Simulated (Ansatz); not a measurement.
ZnCdSe2:
```cif
data_Cd3Se6Zn3
_chemical_formula_sum 'Zn3 Cd3 Se6'
_space_group_name_H-M_alt 'R3m :H'
_space_group_IT_number 160
_space_group_name_Hall 'R 3 -2"'
_cell_length_a 4.07943
_cell_length_b 4.07943
_cell_length_c 20.19073
_cell_angle_alpha 90.000
_cell_angle_beta 90.000
_cell_angle_gamma 120.000
loop_
_atom_site_label
_atom_site_type_symbol
_atom_site_symmetry_multiplicity
_atom_site_Wyckoff_symbol
_atom_site_fract_x
_atom_site_fract_y
_atom_site_fract_z
_atom_site_occupancy
Zn1 Zn 3 a 0.00000 0.00000 0.50070 1
Cd1 Cd 3 a 0.00000 0.00000 0.99799 1
Se1 Se 3 a 0.00000 0.00000 0.86971 1
Se2 Se 3 a 0.00000 0.00000 0.38161 1
```
(The calculation used a cell of 4 atoms; values per cell refer to that cell.)

Relaxed with LDA.

**Question.** Give the optical modes at the zone centre with their infrared activity from DFPT, LDA in the plane-wave PAW code Ansatz.

**Answer.** Transverse frequencies, without the LO–TO term; a row sums one degenerate level.

| ω (cm⁻¹) | degeneracy | IR ((D/Å)²/amu) | activity | symmetry |
|---|---|---|---|---|
| 42 | 2 | 0.01 | IR-inactive | E |
| 151 | 1 | 0.14 | IR | A1 |
| 189 | 2 | 8.98 | IR | E |
| 191 | 1 | 2.56 | IR | A1 |
| 195 | 2 | 1.14 | IR | E |
| 219 | 1 | 2.33 | IR | A1 |

**Question.** How high does the top mode go among those that the LO–TO term moves?

**Answer.** 223 cm⁻¹ for q along x, 223 cm⁻¹ for q along y, 240 cm⁻¹ for q along z.

The workflow started from a Materials Project entry (that database holds measured and hypothetical structures alike); the Crystallography Open Database copy checked does not list it. Its standing as an ambient phase is unchecked. Symmetry was held in the LDA relaxation; of distortions, only those at the zone centre were tested.

Potentials: the later of the program's two PAW sets.
